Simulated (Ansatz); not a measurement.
Elastic constants of TiZn3: input and output

Level of theory: Ansatz, DFT LDA, scalar-relativistic, plane waves, PAW.

Launched with:
```bash
ansatz run input.yaml --threads 1 --pin off --max-ram 3072MiB --backend cpu --events-out ev --progress --plain --runs-dir out
```

Input (bare energies are in eV):
```yaml
crystal:
  lattice:
    - [3.8080470193, 0.0, 0.0]
    - [0.0, 3.8080470193, 0.0]
    - [0.0, 0.0, 3.8080470193]
  atoms:
    - { symbol: Ti, position: [0.0, 0.0, 0.0] }
    - { symbol: Zn, position: [0.0, 0.5, 0.5] }
    - { symbol: Zn, position: [0.5, 0.0, 0.5] }
    - { symbol: Zn, position: [0.5, 0.5, 0.0] }
basis:
  ecutwfc: 420
kpoints:
  mp_grid: { grid: [12, 12, 12] }
hamiltonian:
  xc: lda
scf:
  occupations: { method: fermi_dirac, width: 0.15 }
output:
  forces: true
  stress: true
  eigenvalues: true
elastic:
  mode: relaxed_ion
  amplitude: 0.005
  stencil: two_point
```

From the output:
```
--- Elastic constants: 2 strain directions × 2 members + reference (group order 48) ---
  dense FFT box of the reference and of every strained cell: 27×27×27
  strains applied: 11, 23; error gains: componentwise 1.00 (the most a stress slope's error grows in a printed constant), spectral 1.73 (1 for all six strains in a standard setting)
  C = ∂σ_k/∂η_j (tension-positive GPa; Voigt order 11 22 33 23 13 12):
       161.802    107.744    107.744     -0.000     -0.000     -0.000
       107.744    161.802    107.744     -0.000     -0.000     -0.000
       107.744    107.744    161.802     -0.000     -0.000     -0.000
         0.000     -0.000     -0.000     89.271     -0.000      0.000
         0.000     -0.000     -0.000      0.000     89.271      0.000
        -0.000      0.000     -0.000      0.000      0.000     89.271
  reference stress σ⁰ (GPa):     -0.001     -0.001     -0.001     -0.000     -0.000     -0.000
  C* (energy form; C + prestress term) asymmetry max|C*_kj − C*_jk| = 1.421e-14 GPa — a small one proves nothing (zero by symmetry where the batch's group is 432, −43m or m−3m); a large one is finite-difference/SCF noise where every solve ...
  moduli (Voigt/Reuss/Hill, GPa): K = 125.76/125.76/125.76   G = 64.37/46.47/55.42   E = 144.97   ν = 0.308
  mechanically stable: yes (min eigenvalue of sym C = 54.06 GPa)
  strain η (Voigt 11):  stress-route row diagonal C_11 = 161.80 GPa, energy-path curvature d²(F+E_count+ΔE)/dδ²/Ω₀ = 161.83 GPa
         δ    σ_11 (GPa) F (eV) n_scf n_hpsi n_pw
    -5.000e-3      -0.8173      -12190.0998275      12  165935   1092   relax 0 steps, max|allowed force component| 5.13e-30 eV/Å
     5.000e-3       0.8007      -12190.0998435       9  116904   1108   relax 0 steps, max|allowed force component| 4.05e-29 eV/Å
  strain η (Voigt 23):  stress-route row diagonal C_44 = 89.27 GPa, energy-path curvature d²(F+E_count+ΔE)/dδ²/Ω₀ = 89.34 GPa
         δ    σ_23 (GPa) F (eV) n_scf n_hpsi n_pw
    -5.000e-3      -0.4464      -12190.1001450       9  178668   1108   relax 0 steps, max|allowed force component| 3.16e-30 eV/Å
     5.000e-3       0.4464      -12190.1001450       8  190688   1108   relax 0 steps, max|allowed force component| 1.97e-30 eV/Å
```

Time: 2.3 min on 1 thread of Arm Neoverse V1 (shared host), peak memory 0.68 GiB.

In a metal, frequencies and elastic constants depend on the k mesh and the smearing, soft modes and shear constants most.